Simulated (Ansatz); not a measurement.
## TiB2: frozen-core PAW against all-electron methods

```
Ti B
1.0
     3.02920    0.00000    0.00000
    -1.51460    2.62336    0.00000
     0.00000    0.00000    3.22840
Ti B
1 2
Direct
  0.00000 0.00000 0.00000
  0.33333 0.66667 0.50000
  0.66667 0.33333 0.50000
```

Atoms are numbered in the order listed.

The cell comes from COD entry 2002799, which wasn't checked; take it as a given geometry.

Methods: DFT, PBEsol, PAW with Ansatz's default frozen-core files, scalar-relativistic (Ansatz 0.2.0); DFT, PBEsol, all-electron PAW with datasets made for the crystal, scalar-relativistic (Ansatz 0.2.0); DFT, PBEsol, all-electron LAPW, scalar-relativistic (Ansatz 0.2.0).

For PAW: a Γ-centred 15×15×13 k mesh, Fermi–Dirac smearing of 0.08 eV, cutoff 420 eV, no spin polarisation; the PAW files were made with PBE, and the program remakes their frozen cores for this functional. The crystal-made all-electron datasets (AE datasets) take a cutoff of 360 eV at this cell. LAPW targets a basis error of 1 meV/atom. The Ansatz runs share mesh, smearing and spin set-up. Plane-wave (PAW) pressures include the program's estimate of the Pulay term.

Stress and pressure are positive in compression.

In a metal, gradients converge slowly with the k mesh: the values move by tens of per cent from one mesh to another, at times in sign, so only the comparison on one mesh counts.

Levels count from the Fermi level.

```
                             quantity     PAW  AE datasets    LAPW
                       pressure (GPa)   -5.12        -5.15   -5.16
                      stress xx (GPa)   -4.18        -4.23   -4.24
                      stress zz (GPa)   -7.01        -6.99   -7.00
       highest filled level at H (eV)  -3.176       -3.176  -3.176
         lowest empty level at H (eV)   2.511        2.512   2.512
       highest filled level at L (eV)  -3.146       -3.146  -3.146
         lowest empty level at L (eV)   2.482        2.482   2.482
       highest filled level at A (eV)  -0.199       -0.198  -0.199
         lowest empty level at A (eV)   0.422        0.421   0.422
field gradient Vzz at Ti1 (10²¹ V/m²)    2.07         2.15       –
```

PAW's pressure differs from the LAPW value by +0.03 GPa.
